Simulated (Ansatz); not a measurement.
A trial structure of YAuS3 was built thus: perovskite family, tilts a-a-a- (R-3c, No. 167) (A site Y; B site Au; X site S). Its size is a rough estimate.

```cif
data_structure
_symmetry_space_group_name_H-M 'P 1'
_symmetry_Int_Tables_number 1
_cell_length_a 6.6243
_cell_length_b 6.6243
_cell_length_c 6.6243
_cell_angle_alpha 60.000
_cell_angle_beta 60.000
_cell_angle_gamma 60.000
_cell_volume 205.55
loop_
_atom_site_label
_atom_site_type_symbol
_atom_site_fract_x
_atom_site_fract_y
_atom_site_fract_z
_atom_site_occupancy
Y1 Y 0.75000 0.75000 0.75000 1
Y2 Y 0.25000 0.25000 0.25000 1
S1 S 0.82113 0.25000 0.67887 1
S2 S 0.67887 0.82113 0.25000 1
S3 S 0.25000 0.67887 0.82113 1
S4 S 0.17887 0.75000 0.32113 1
S5 S 0.32113 0.17887 0.75000 1
S6 S 0.75000 0.32113 0.17887 1
Au1 Au 0.50000 0.50000 0.50000 1
Au2 Au 0.00000 0.00000 0.00000 1
```

The calculation used DFT PBE, scalar-relativistic, plane waves, PAW in Ansatz. Cutoff 420 eV, Gaussian smearing, Γ-centred meshes. Cell and atoms relax first on a coarse mesh and then on a finer one. In between, the cell is made exact in the group found at 0.06 Å. In metals the finer mesh still leaves noise of several meV/atom or more. The steps can't lower the symmetry of their start. No spin polarisation in the relaxation; trial moments died out in a coarse test.

A guess keeps its type if space group and coordination stay and the shape of the cell changes little (axis ratios within about 15 %, angles within 6°); the volume may change.

Problem. Does this structure survive the relaxation?

Solution. It doesn't keep its type. The symmetry stays R-3c (No. 167). The volume per atom stays near 20.5 Å³. The shortest distance goes from 2.39 Å (Au–S) to 2.52 Å (Au–S). The ratio c/a of the conventional cell changes by a factor of 0.77. Counting neighbours within 15 % of an atom's shortest distance, the start has Au 6, S 2, Y 3 and the end Au 6, S 3, Y 3. In detail, at the end Y is surrounded by 3 S at 2.75 Å, 6 S at 3.20 Å and 2 Au at 3.40 Å; S is surrounded by 2 Au at 2.52 Å, 1 Y at 2.75 Å, 4 S at 3.20 Å and 2 Y at 3.20 Å; Au is surrounded by 6 S at 2.52 Å and 2 Y at 3.40 Å.

```
CELL_PARAMETERS angstrom
3.61102 2.08482 4.53843
-3.61102 2.08482 4.53843
0.00000 -4.16965 4.53843
ATOMIC_POSITIONS crystal
Y 0.75000 0.75000 0.75000
Y 0.25000 0.25000 0.25000
S 0.86868 0.25000 0.63132
S 0.63132 0.86868 0.25000
S 0.25000 0.63132 0.86868
S 0.13132 0.75000 0.36868
S 0.36868 0.13132 0.75000
S 0.75000 0.36868 0.13132
Au 0.50000 0.50000 0.50000
Au 0.00000 0.00000 0.00000
```

Formation energies are uncorrected and refer to the elements' standard structures at the same level.

Problem. At what energy does it end?

Solution. −0.80 eV/atom. Whether it is stable depends on the other phases of the system, which aren't compared here.

The last run used a 6×6×6 mesh for its 10-atom cell and Gaussian smearing of 0.10 eV. Spin–orbit coupling, which can matter for Au, is left out. The reference form of S is held partly by dispersion forces, which this level lacks. A structure relaxed within its symmetry needn't be a true minimum.
